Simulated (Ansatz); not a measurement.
AlN in the wurtzite structure, relaxed with r2SCAN, was run in Ansatz 0.2.0 under altered settings. All numbers are computed, without spin polarisation but where a row says otherwise.

```
Al N
1.0
     3.10669    0.00000    0.00000
    -1.55335    2.69048    0.00000
     0.00000    0.00000    4.97859
Al N
2 2
Direct
  0.33333 0.66667 0.99670
  0.66667 0.33333 0.49670
  0.33333 0.66667 0.37830
  0.66667 0.33333 0.87830
```

The base run's other keys:
```yaml
kpoints:
  mp_grid: { grid: [6, 6, 2] }
hamiltonian:
  xc: hse06
scf:
  occupations: { method: fixed }
  n_extra_bands: 5
```

It takes 13 iterations with 809 plane waves at 420 eV and 14 k points, and leaves a mean stress of -0.67 GPa. The gap over this mesh is 5.606 eV. It ran on 4 threads of Arm Neoverse N1 (shared host).

Outcomes, with energy and stress as changes against the base:
```tsv
setting	outcome	ΔF (meV/atom)	Δ mean stress (GPa)	gap on the mesh (eV)	iterations	wall time
scf.exx.max_outer_iter: 1	refused	–	–	–	–	0.66 s
PBE hybrid, exx coeff 0.5, omega 0.5 1/Å	converged	–	-3.2	5.788	14	10 s
kpoints.mp_grid.grid: [3, 3, 3]	converged	+43	+0.2	5.597	11	4.5 s
basis.ecutwfc: 500	converged	-1.7	0.0	5.607	12	12 s
```
A dash marks a value that wasn't obtained or can't be compared. Stress is positive in compression. The base took 9.1 s. The base's mesh is coarse for a hybrid, so its own values aren't converged.

- scf.exx.max_outer_iter: 1. It is rejected at once. Error: invalid value for `scf.exx.max_outer_iter`: an exchange loop that starts behind the semilocal warm-up accepts no state before cycle 2, and this deck runs one: type 2 or more, or drop the key
- PBE hybrid, exx coeff 0.5, omega 0.5 1/Å. That is 50 % exact exchange, screened with ω = 0.5 1/Å, against HSE06's 25 % screened at 0.208 1/Å. The mean stress moves by -3.2 GPa and the gap on the mesh by +0.182 eV (to 5.788). Totals of different functionals aren't comparable.
- kpoints.mp_grid.grid: [3, 3, 3]. The free energy moves by +43 meV an atom, the mean stress by +0.2 GPa (single components by up to 1.1) and the gap on the mesh by -0.009 eV (to 5.597). The mesh is too coarse.
- basis.ecutwfc: 500. 1087 plane waves in place of 809. The free energy moves by -1.7 meV an atom, the mean stress by 0.0 GPa and the gap on the mesh by +0.001 eV (to 5.607). The base cutoff was converged to that degree.

The stress of a hybrid is loosely converged in these runs.

The meshes of the hybrids are coarse, so their gaps aren't converged to the digits shown.
